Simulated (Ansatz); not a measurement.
Input and command of a calculation in Ansatz (plane waves; scalar-relativistic PAW potentials unless the input names others):

```yaml
crystal:
  lattice:
    - [7.590219, 0.342784, 0.052872]
    - [0.342784, 7.578398, -0.124707]
    - [0.052872, -0.124707, 7.465318]
  atoms:
    - { symbol: Ba, position: [0.6522789498, 0.2411489651, 0.5451529107] }
    - { symbol: Ba, position: [0.807762494, 0.3797805487, 0.0607676088] }
    - { symbol: Ba, position: [0.3342566057, 0.9698108914, 0.3558739543] }
    - { symbol: Ba, position: [0.0593473231, 0.8666184391, 0.82762633] }
    - { symbol: Ba, position: [0.8652733098, 0.8040051083, 0.3139374384] }
    - { symbol: F, position: [0.3295372431, 0.8575357932, 0.0443399691] }
    - { symbol: F, position: [0.924010575, 0.4584913056, 0.338488626] }
    - { symbol: F, position: [0.8339070503, 0.5047339309, 0.7465955114] }
    - { symbol: F, position: [0.7218907257, 0.7499567746, 0.9689873869] }
    - { symbol: F, position: [0.3969293563, 0.4044440269, 0.7641570928] }
    - { symbol: F, position: [0.1651566133, 0.7817727438, 0.5399998726] }
    - { symbol: F, position: [0.7260357763, 0.1144497084, 0.8385254642] }
    - { symbol: F, position: [0.5096262685, 0.9277608326, 0.6105254684] }
    - { symbol: F, position: [0.0448660003, 0.1197096658, 0.065261734] }
    - { symbol: F, position: [0.9782476853, 0.0526769262, 0.5138901796] }
    - { symbol: F, position: [0.6164460109, 0.5574004617, 0.2985961986] }
    - { symbol: F, position: [0.107093067, 0.4988198783, 0.0147714717] }
    - { symbol: F, position: [0.6464179012, 0.0550581189, 0.2356358566] }
    - { symbol: F, position: [0.3846863061, 0.2943931413, 0.3727912614] }
    - { symbol: Na, position: [0.5308783991, 0.6685831499, 0.7998449258] }
    - { symbol: Na, position: [0.5395032609, 0.9897528718, 0.9695532374] }
    - { symbol: Na, position: [0.4095810891, 0.4763996466, 0.0955475383] }
    - { symbol: Na, position: [0.1071870514, 0.340808479, 0.6447100611] }
basis:
  ecutwfc: 420
kpoints:
  mp_grid: { grid: [3, 3, 3] }
hamiltonian:
  xc: pbe
scf:
  occupations: { method: gaussian, width: 0.2 }
output:
  forces: true
  eigenvalues: true
  stress: true
```

```bash
ansatz run input.yaml --threads 2 --pin off --max-ram 5120MiB --backend cpu --events-out ev --progress --plain --runs-dir out
```

Abridged log:
```
Basis set: ecut = 420 eV, 8397 PW (Γ), exchange–correlation on 108×108×100 points (8 copies of the dense FFT grid, shifted against one another)
Bands: 115, of which v1, the nominal top of the filled ones, is band 92 counted from 1 (91 counted from 0)
Symmetry: 1 space group operations
k-points: 14 of 27 (time reversal used)
SCF iter   1: F=—  HF=-47044.057323 eV  |F-HF|=—  |Δ(HF+E_count)|=         —  Δρ=2.27e-3  dr2=1.98e-2  ethr=1.77e-3  ⟨swp⟩=9.2  Hψ=7655  notcnv=0
SCF iter   2: F=—  HF=-47044.064879 eV  |F-HF|=—  |Δ(HF+E_count)|=   7.56e-3  Δρ=1.97e-3  dr2=1.12e-2  ethr=1.07e-5  ⟨swp⟩=2.0  Hψ=3150  notcnv=0
SCF iter   3: F=—  HF=-47044.062971 eV  |F-HF|=—  |Δ(HF+E_count)|=   1.91e-3  Δρ=7.34e-4  dr2=2.07e-3  ethr=6.09e-6  ⟨swp⟩=2.0  Hψ=1888  notcnv=0
automatic band count: iteration 3 solves 106 bands in place of 115: the levels show a gap, and the empty bands left out lie too high to hold charge; the band table lists the bands solved (type scf.n_extra_bands for more)
SCF iter   4: F=—  HF=-47044.063793 eV  |F-HF|=—  |Δ(HF+E_count)|=   8.22e-4  Δρ=3.47e-4  dr2=4.29e-4  ethr=1.12e-6  ⟨swp⟩=2.0  Hψ=2368  notcnv=0
SCF iter   5: F=—  HF=-47044.063771 eV  |F-HF|=—  |Δ(HF+E_count)|=   2.21e-5  Δρ=1.66e-4  dr2=1.06e-4  ethr=2.33e-7  ⟨swp⟩=2.1  Hψ=2122  notcnv=0
SCF iter   6: F=—  HF=-47044.063763 eV  |F-HF|=—  |Δ(HF+E_count)|=   7.91e-6  Δρ=8.65e-5  dr2=2.82e-5  ethr=5.78e-8  ⟨swp⟩=2.0  Hψ=2545  notcnv=0
SCF iter   7: F=—  HF=-47044.063791 eV  |F-HF|=—  |Δ(HF+E_count)|=   2.81e-5  Δρ=2.42e-5  dr2=3.01e-6  ethr=1.53e-8  ⟨swp⟩=2.0  Hψ=2514  notcnv=0
SCF iter   8: F=—  HF=-47044.063791 eV  |F-HF|=—  |Δ(HF+E_count)|=   2.91e-7  Δρ=1.03e-5  dr2=4.69e-7  ethr=1.63e-9  ⟨swp⟩=2.0  Hψ=2494  notcnv=0
SCF iter   9: F=-47044.063790 eV  HF=-47044.063790 eV  |F-HF|=1.74e-8  |Δ(HF+E_count)|=   6.81e-8  Δρ=3.40e-6  dr2=4.10e-8  ethr=5.43e-11  ⟨swp⟩=9.6  Hψ=7629  notcnv=0
SCF 1 converged in 9 iterations: F = -47044.063790 eV  dr2 = 4.10e-8
SCF converged after 9 iterations
Free energy (F): -47044.063790 eV
Harris-Foulkes:  -47044.063790 eV  (|F-HF|=1.74e-8)
Internal energy: -47044.063790 eV  (E = F + TS)
E sigma→0 (E₀):  -47044.063790 eV
Fermi energy:    5.522546 eV
--- Forces (eV/Å), atoms counted from 1 ---
  atom   1  Ba     0.72550187     1.60248434     0.33100597
  atom   2  Ba     1.12014678    -0.47474635    -0.80793867
  atom   3  Ba    -1.14387203     0.48041258    -0.78333972
  atom   4  Ba    -1.30974269    -0.28058110     1.11954540
  atom   5  Ba     0.04938992    -1.38507809    -0.05657181
  atom   6  F     -0.30390641    -1.09065588    -0.72197043
  atom   7  F      0.96631841     0.12066280     1.34374406
  atom   8  F     -0.12197682    -0.57246242    -0.81251629
  atom   9  F      0.67169635     0.39888120     1.04539977
  atom  10  F      0.47205256     0.16698188     0.35409199
  atom  11  F      0.26395482    -1.31291383    -0.52671248
  atom  12  F      0.75218705     0.27897751    -0.00778444
  atom  13  F      0.56443771    -0.28665489     0.88463943
  atom  14  F      0.06618012    -0.74688350     0.03158519
  atom  15  F     -0.14655427     0.80587402     0.27168864
  atom  16  F     -1.01092550     0.76890299    -0.20399536
  atom  17  F      0.23740517     0.92304222    -0.16511821
  atom  18  F      0.03029659     0.02444288     0.06457411
  atom  19  F     -0.83304912    -0.15020170    -0.24165974
  atom  20  Na    -0.09414320    -0.30347881    -1.16587012
  atom  21  Na     0.41291057     0.40799341    -0.30960386
  atom  22  Na    -1.42026329    -0.15427156     0.51557882
  atom  23  Na     0.05193228     0.77928186    -0.15884573
--- Stress (GPa, compression-positive) ---
        3.110670      -0.660975      -0.434980
       -0.660975       0.782166       1.413693
       -0.434980       1.413693       3.629036
  P = ⅓ Tr σ = 2.5073 GPa (25.073 kbar)
```

Apart from outputs and empty bands, the input differs from a reference run on usual settings in scf.occupations.method: "fermi_dirac" → "gaussian"; scf.occupations.width: 0.1181 → 0.2. The reference, at the same geometry (not necessarily relaxed), gave pressure 2.51 GPa, largest force 1.790 eV/Å, gap on the mesh 4.21 eV. This run converged in 9 SCF iterations (reference: 9) with an energy at zero smearing within 0.01 meV/atom of the reference's, pressure 2.51 GPa, largest force 1.790 eV/Å, gap on the mesh 4.21 eV.

Time: 35 s on 2 threads of Intel(R) Xeon(R) Platinum 8259CL CPU @ 2.50GHz (Skylake/Cascade Lake), on a shared host, peak memory 1.1 GiB.